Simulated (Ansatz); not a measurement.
Here is the system:

Sn3Te2Se:
```xyz
6
Lattice="4.4270 0.0000 0.0000 -2.2135 3.8339 0.0000 0.0000 0.0000 10.7926" Properties=species:S:1:pos:R:3 pbc="T T T"
Sn     0.0000     0.0000     5.3963
Sn     0.0000     2.5559     1.6425
Sn     2.2135     1.2780     9.1502
Te     0.0000     2.5559     7.2746
Te     2.2135     1.2780     3.5180
Se     0.0000     0.0000     0.0000
```

This is the r²SCAN-relaxed structure. x, y and z are the axes in which the lattice vectors are written.

### Question
All from plane-wave PAW r²SCAN (Ansatz code), unless another level is named. Predict the Debye temperature from the elastic constants.

### Answer
231 K.

### Question
Give the elastic constants (relaxed ions, GPa).

### Answer
C11 = 84.6, C12 = 21.6, C13 = 34.3, C14 = -19.6, C33 = 69.2, C44 = 46.4.

Space group P-3m1. The workflow started from a Materials Project entry (that database holds measured and hypothetical structures alike); the Crystallography Open Database copy checked does not list it. Its standing as an ambient phase is unchecked. Symmetry was held in the r²SCAN relaxation; its stability against distortions is not shown here. As this level gives no gap, shear constants depend on the k-mesh and smearing (Fermi–Dirac, 0.1 eV here). Spin–orbit coupling is left out wherever it is not named.

Potentials: the later of the program's two PAW sets.
